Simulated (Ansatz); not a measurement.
WSi2 (MoSi2 type, space group I4/mmm)

```cif
data_Si2W
_chemical_formula_sum 'W1 Si2'
_space_group_name_H-M_alt 'P 1'
_space_group_IT_number 1
_cell_length_a 4.54831
_cell_length_b 4.54831
_cell_length_c 4.54831
_cell_angle_alpha 138.415
_cell_angle_beta 138.415
_cell_angle_gamma 60.268
loop_
_space_group_symop_operation_xyz
  'x, y, z'
loop_
_atom_site_label
_atom_site_type_symbol
_atom_site_fract_x
_atom_site_fract_y
_atom_site_fract_z
_atom_site_occupancy
W1 W 0.00000 0.00000 0.00000 1
Si1 Si 0.33458 0.33458 0.00000 1
Si2 Si 0.66542 0.66542 0.00000 1
```

This relaxed cell (volume V₀) is scaled evenly in all directions, its shape held. The atoms relax within the cell's symmetry.

Calculation: PBE (plane waves to 420 eV, PAW, scalar-relativistic; Ansatz, a program for electronic structure). k mesh 20×20×20 (Γ-centred), Fermi-Dirac smearing 0.05 eV. The energy includes the smearing's −TS. Spin-orbit coupling is left out, though W is heavy. WSi2 is run without spin polarisation. WSi2 was relaxed with its symmetry unable to fall. The zero of ΔE is the relaxed starting cell.

Q: Predict the ΔE (kJ/mol of atoms) at V/V₀ = 0.940, 0.964, 0.976, 1.012, 1.036.

A: 
```csv
V/V₀,ΔE (kJ/mol of atoms)
0.940,3.6
0.964,1.2
0.976,0.5
1.012,0.1
1.036,1.1
```

(Under strain, the slope of the energy per volume gives the stress and its curvature an elastic modulus.)
